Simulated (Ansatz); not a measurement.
Ba$_{2}$YHO$_{3}$ in space group I4mm (No. 107; Pearson symbol tI14) at seven volumes, r²SCAN in the plane-wave PAW code Ansatz, shape and atoms relaxed at each. One row is withheld.

| V (Å³/atom) | P (GPa) |
|---|---|
| 16.983 | 9.29 |
| 17.543 | 5.68 |
| 18.103 | 2.60 |
| 18.662 | 0.00 |
| 19.222 | -2.20 |
| 19.782 | -4.05 |
| 20.342 | ? |

Question: Fit the shown pressures and predict the withheld one.

Answer: Third-order Birch–Murnaghan: P = (3/2)B₀(x^(7/2) − x^(5/2))[1 + (3/4)(B′ − 4)(x − 1)] with x = (V₀/V)^(2/3). Least squares on the six rows gives V₀ = 18.664 Å³/atom, B₀ = 79.52 GPa, B′ = 4.53. At V = 20.342, x = 0.9442 and P = -5.64 GPa. The run itself gave -5.59 GPa.

The start of the workflow was typed in or built on a structure type; neither database checked (COD, Materials Project) lists it. Whether it is the stable phase at ambient conditions was not checked. The cell was relaxed with r²SCAN under the symmetry of its start; its stability against distortions is not shown here. The run is not spin-polarised. Scalar-relativistic: spin–orbit coupling is off unless named, which matters more the heavier the elements.

Potentials: the earlier of the program's two PAW sets. The files were generated under PBE; for other functionals the program regenerates the frozen cores, and for LDA and PBEsol the local potential too.
